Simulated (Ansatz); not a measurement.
## Relaxation path: Nb (hcp type)

DFT, PBEsol, PAW with Ansatz's default frozen-core files, scalar-relativistic (Ansatz 0.2.0); a Γ-centred 17×17×9 k mesh, Fermi–Dirac smearing of 0.05 eV, no spin polarisation. The run relaxes shape and atoms at held volume.

Command: `ansatz run input.yaml --threads 1 --pin off --max-ram 2048MiB --backend cpu --events-out ev --progress --plain --runs-dir out` It took 16 s on 1 thread of Arm Neoverse V1, on a shared host, peak memory 0.34 GiB.

PAW: frozen-core files, cutoff 420 eV; forces are relaxed below 0.005 eV/Å.

Each step lists its free energy a cell above the last geometry, the pressure, the cell vectors (Å), and Cartesian positions (Å) with forces (eV/Å).

The first step:

```
step 1  dF = 138.98 meV  P = 368.3 GPa
  cell 2.2786 0.0000 0.0000  -1.1393 1.9733 0.0000  0.0000 0.0000 4.1693
  Nb 0.0000 1.3155 1.0423   0.0000 0.0000 0.0000
  Nb 1.1393 0.6578 3.1269   0.0000 0.0000 0.0000
```

The PAW files were made under PBE. The structure type is held throughout; the real material can change phase at far lower pressure. At this compression frozen-core PAW has no all-electron check here.

The symmetry of the start is kept and no stability test is made, so the end need not be the stable phase.

Question: Where does the relaxation end, and by which steps?

Answer: After 4 geometries, with conventional a, b, c = 2.328, 2.328, 3.996 Å, at 9.373 Å³/atom and 362.1 GPa in space group P6_3/mmc, with a shortest distance of 2.328 Å. The further steps:
```
step 2  dF = 10.25 meV  P = 363.4 GPa
  cell 2.3136 0.0000 0.0000  -1.1568 2.0036 0.0000  0.0000 0.0000 4.0440
  Nb 0.0000 1.3358 1.0110   0.0000 0.0000 0.0000
  Nb 1.1568 0.6679 3.0330   0.0000 0.0000 0.0000
step 3  dF = 0.12 meV  P = 362.2 GPa
  cell 2.3260 0.0000 0.0000  -1.1630 2.0143 0.0000  0.0000 0.0000 4.0012
  Nb 0.0000 1.3429 1.0003   0.0000 0.0000 0.0000
  Nb 1.1630 0.6714 3.0009   0.0000 0.0000 0.0000
step 4  dF = 0.00 meV  P = 362.1 GPa
  cell 2.3276 0.0000 0.0000  -1.1638 2.0157 0.0000  0.0000 0.0000 3.9957
  Nb 0.0000 1.3438 0.9989   0.0000 0.0000 0.0000
  Nb 1.1638 0.6719 2.9968   0.0000 0.0000 0.0000
step 5  dF = -0.03 meV  P = 362.1 GPa  (same geometry on a basis chosen anew; earlier energies don't compare to the last digit)
  cell 2.3276 0.0000 0.0000  -1.1638 2.0157 0.0000  0.0000 0.0000 3.9957
  Nb 0.0000 1.3438 0.9989   0.0000 0.0000 0.0000
  Nb 1.1638 0.6719 2.9968   0.0000 0.0000 0.0000
```
